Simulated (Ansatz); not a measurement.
Se (trigonal-Se type, space group P3_121)

```xyz
3
Lattice="4.5297 0.0000 0.0000 -2.2648 3.9228 0.0000 0.0000 0.0000 5.0429" Properties=species:S:1:pos:R:3 pbc="T T T"
Se     0.9893     0.0000     4.2024
Se    -0.4946     0.8567     0.8405
Se     1.7702     3.0661     2.5214
```

Scan: atom 2 (Se, nearest neighbour Se at 2.400 Å; its periodic images, 4.5 Å or more away, move with it) is displaced along Cartesian x, direction (1.000, 0.000, 0.000) in Cartesian axes, by s. The other atoms stay.

Calculation: PBE (plane waves to 420 eV, PAW, scalar-relativistic; Ansatz, a program for electronic structure). k mesh 7×7×5 (Γ-centred), Fermi-Dirac smearing 0.05 eV. The energy includes the smearing's −TS. As the smearing reaches across the gap at some points, energies and forces of such displacements shift with the k mesh and the smearing. Se was relaxed with its symmetry unable to fall. ΔE is measured from the undisplaced structure.

The scan covers s from -0.480 to 0.480 Å in 11 points.

**Question.** Is this a single well or a double well?

**Answer.** A single well with its minimum at or next to zero displacement.

**Question.** Is the energy the same for displacements of ±0.480 Å, and if not, which side lies higher?

**Answer.** Not even: the positive side lies higher at ±0.480 Å. With its periodic images moving along, the atom's site symmetry in this cell is 2.

**Question.** What force acts on the atom along the line at s = -0.480 Å?

**Answer.** 1.41 eV/Å.

**Question.** What is the force constant k = d²E/ds² of this move at s = 0?

**Answer.** 3.99 eV/Å².

(A displaced cell: forces are minus the slopes of the energy, force constants its curvatures, and phonons follow from these.)
